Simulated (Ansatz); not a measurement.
A geometry of TiO2 away from equilibrium: step 2 of the relaxation of a relaxed TiO2 cell, doubled along one cell vector, shaken by Gaussian noise of σ = 0.08 Å a coordinate. Calculation: r2SCAN (plane waves to 500 eV, PAW, scalar-relativistic; Ansatz, an electronic-structure program). Γ-centred k-mesh 9×5×5 on the run's cell (coarser than for final values), Fermi–Dirac smearing 0.05 eV.

```
CELL_PARAMETERS angstrom
      2.95232     0.02827     0.01278
     -2.90336     5.19974    -0.04583
      0.02045    -0.03055     4.74142
ATOMIC_POSITIONS crystal
  Ti 0.96804 0.00287 0.98874
  Ti 0.99985 0.50560 0.98058
  O  0.34306 0.33343 0.18938
  O  0.30303 0.83725 0.18824
  O  0.69307 0.16450 0.78902
  O  0.62656 0.65815 0.78933
```

Give the Cartesian forces on all atoms (eV/Å).


```
atom     Fx     Fy     Fz
----  -----  -----  -----
Ti1    0.33   0.16   0.88
Ti2   -0.18  -0.64   0.84
O3    -0.57  -0.06  -0.27
O4     0.83  -0.26  -0.13
O5    -1.20   0.34  -0.79
O6     0.80   0.47  -0.54
```

What is the pressure?

+1.4 GPa, compression positive.

How far above the relaxed end point is this geometry?

0.04 eV/atom; the path ends in P2₁/m (No. 11).

No spin polarisation in the result. No dispersion correction is included, so spacings between layers, chains or molecules are soft and tend to come out too large.

The end of the path is a generated cell of TiO2: the first start was made by placing the elements on the sites of a structure type, and the end was not matched to a known phase here, so it may be hypothetical. Known forms of TiO2 include space group No. 61, 136, 141.
